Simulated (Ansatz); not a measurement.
Cu3Sn:
```
Cu3Sn
1.0
    5.48590     0.00000     0.00000
   -2.74295     4.75093     0.00000
    0.00000     0.00000     4.24543
Cu Sn
6 2
Direct
  0.15568   0.84432   0.75000
  0.84432   0.15568   0.25000
  0.31136   0.15568   0.25000
  0.68864   0.84432   0.75000
  0.15568   0.31136   0.75000
  0.84432   0.68864   0.25000
  0.33333   0.66667   0.25000
  0.66667   0.33333   0.75000
```

Relaxed with PBEsol. Special points in fractions of this cell's reciprocal vectors: Γ (0.000, 0.000, 0.000); M (0.500, 0.000, 0.000); K (0.333, 0.333, 0.000); A (0.000, 0.000, 0.500); L (0.500, 0.000, 0.500); H (0.333, 0.333, 0.500).

### Question
List the band energies nearest the Fermi level at these points for PBEsol with spin–orbit coupling in the plane-wave PAW code Ansatz.

### Answer
In eV from the Fermi level; about four levels below and three above (degenerate sets whole), none deeper than 8.9 eV; points with the same levels are listed once.

```csv
k,below,above
Γ,-1.01 -1.01 -0.87 -0.87,1.14 1.14 3.16 3.16
M,-2.16 -2.16 -1.73 -1.73,0.24 0.24 0.45 0.45
K,-0.32 -0.32 -0.27 -0.27,0.17 0.17 0.96 0.96
A,-1.69 -1.69 -1.69 -1.69,0.56 0.56 0.56 0.56
L,-1.26 -1.26 -1.26 -1.26,4.20 4.20 4.20 4.20
H,-2.12 -2.12 -2.11 -2.11,0.78 0.78 0.86 0.86
```

Space group P6_3/mmc. The first step of the workflow began from a Materials Project structure, measured or hypothetical; the Crystallography Open Database copy checked does not list it. COD files the formula under space group No. 59, 63, so this cell is another polymorph or a model. Its standing as an ambient phase is unchecked. Symmetry was held in the PBEsol relaxation; of distortions, only those at the zone centre were tested. The run is not spin-polarised.

Potentials: the later of the program's two PAW sets.
